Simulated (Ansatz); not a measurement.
Relaxed GaN (zinc blende):

```
CELL_PARAMETERS angstrom
      0.00000     4.54879     4.54879
      2.27440     2.27440     4.54879
      2.27440     2.27440     0.00000
ATOMIC_POSITIONS crystal
  N  0.00000 0.75000 0.75000
  N  0.50000 0.75000 0.75000
  Ga 0.00000 0.00000 0.00000
  Ga 0.50000 0.00000 0.00000
```

The atoms are displaced by Q × the pattern below (from a DFPT mode at X = (0.5, 0.5, 0.0), largest move 1; Q in Å), at fixed cell. (q is in reciprocal vectors of the primitive cell; the cell shown is doubled to hold the pattern.)

| atom | x | y | z |
|---|---|---|---|
| N1 | 0.000 | 0.000 | 1.000 |
| N2 | 0.000 | 0.000 | -1.000 |

Atoms not listed stay in place.

Calculation: PBE (plane waves to 420 eV, PAW, scalar-relativistic; Ansatz, a first-principles code). k mesh 12×12×12 (Γ-centred), Fermi-Dirac smearing 0.05 eV. Energies are smeared free energies. GaN was relaxed with its symmetry unable to fall. The PAW data are Ansatz's earlier set. ΔE is measured from the undisplaced structure.

| Q (Å) | ΔE (meV/cell) |
|---|---|
| -0.180 | 692 |
| -0.120 | 310 |
| -0.060 | 78 |
| 0.000 | 0 |
| 0.060 | 78 |
| 0.120 | 310 |
| 0.180 | 692 |

**Question.** Which DFPT wavenumber at X = (0.5, 0.5, 0.0) belongs to this mode?
(A) 331 cm⁻¹
(B) 648 cm⁻¹
(C) 185 cm⁻¹

**Answer.** B, 648 cm⁻¹. The curvature of the scan gives 648 cm⁻¹

(A displaced cell: forces are minus the slopes of the energy, force constants its curvatures, and phonons follow from these.)
